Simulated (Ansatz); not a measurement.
# Bi: energy along a strain

Bi, Im-3m, a = 3.963 Å (as given, not relaxed at this level: -1.9 GPa). This isn't the element's structure at ambient conditions. Ansatz: PBEsol, PAW, 420 eV, Γ-centred 18×18×18 mesh on 1 atom, Gaussian smearing 0.15 eV; no spin polarisation. Cell vectors (Å): -1.981 1.981 1.981; 1.981 -1.981 1.981; 1.981 1.981 -1.981. The cell is strained by x per cent times the pattern (0 0 0 0 1 0) in the order xx yy zz yz xz xy (engineering shears), with fractional coordinates held. y is the free energy over the start, V0 = 31.117 Å³/atom. Symmetry makes y even in x.

```tsv
x (%)	y (meV/atom)
-6.00	?
-3.00	1.49
0.00	0.00
1.50	0.34
2.25	0.80
3.75	2.43
4.50	3.64
5.25	5.12
```

**Question.** Fit y = c2 x² + c4 x⁴ to the other rows, get the stiffness along the pattern, and predict the missing energy.

**Answer.** Least squares on the rows shown. y = 0.1573 x² + 0.001051 x⁴. The clamped-ion stiffness p·C·p = 2 × 1.573 eV × 160.2 / 31.117 Å³ = 16.2 GPa, which is C55 in these axes (C44 of the cubic crystal) (second derivative at the start, which stands under stress). With a term in x⁶ added, the coefficient of x² becomes 0.1485, 6 % less, which shows how far this figure hangs on the form. At x = -6.00 the fit asked for gives 7.02 meV/atom. The run gave 6.89 meV/atom, so the fit is 0.13 meV/atom too high, a small miss on the scale of the series.

Spin–orbit coupling is left out, which can shift energies with elements as heavy as these.